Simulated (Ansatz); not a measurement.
Given:

Nb5SiB2:
```yaml
crystal:
  lattice:
    - [-3.12398, 3.12398, 5.82032]
    - [3.12398, -3.12398, 5.82032]
    - [3.12398, 3.12398, -5.82032]
  atoms:
    - { symbol: Nb, position: [0.00000, 0.00000, 0.00000] }
    - { symbol: Nb, position: [0.50000, 0.50000, 0.00000] }
    - { symbol: Nb, position: [0.80701, 0.30701, 0.83918] }
    - { symbol: Nb, position: [0.19299, 0.69299, 0.16082] }
    - { symbol: Nb, position: [0.30701, 0.46783, 0.50000] }
    - { symbol: Nb, position: [0.69299, 0.53217, 0.50000] }
    - { symbol: Nb, position: [0.46783, 0.96783, 0.16082] }
    - { symbol: Nb, position: [0.53217, 0.03217, 0.83918] }
    - { symbol: Nb, position: [0.96783, 0.80701, 0.50000] }
    - { symbol: Nb, position: [0.03217, 0.19299, 0.50000] }
    - { symbol: Si, position: [0.25000, 0.25000, 0.00000] }
    - { symbol: Si, position: [0.75000, 0.75000, 0.00000] }
    - { symbol: B, position: [0.11238, 0.61238, 0.72476] }
    - { symbol: B, position: [0.88762, 0.38762, 0.27524] }
    - { symbol: B, position: [0.61238, 0.88762, 0.50000] }
    - { symbol: B, position: [0.38762, 0.11238, 0.50000] }
```

This is the r²SCAN-relaxed structure.

**Question.** All from r²SCAN (plane waves, PAW; program Ansatz), unless another level is named. Predict the electronic character.

**Answer.** metallic (no gap).

**Question.** What about the formation energy from the elements (no fitted shifts)?

**Answer.** -0.73 eV/atom.

**Question.** Predict the density of states at the Fermi level.

**Answer.** 0.37 states/eV per atom (mean over ±0.08 eV).

Space group I4/mcm. The first step of the workflow began from a Materials Project structure, measured or hypothetical; the Crystallography Open Database copy checked does not list it. Its standing as an ambient phase is unchecked. The r²SCAN relaxation kept the symmetry of its start; whether a distortion lowers the energy is not shown. The run is not spin-polarised. The references are the lowest solids computed at this level, not always the standard phases. Spin–orbit coupling is left out wherever it is not named.

Potentials: the earlier of the program's two PAW sets.
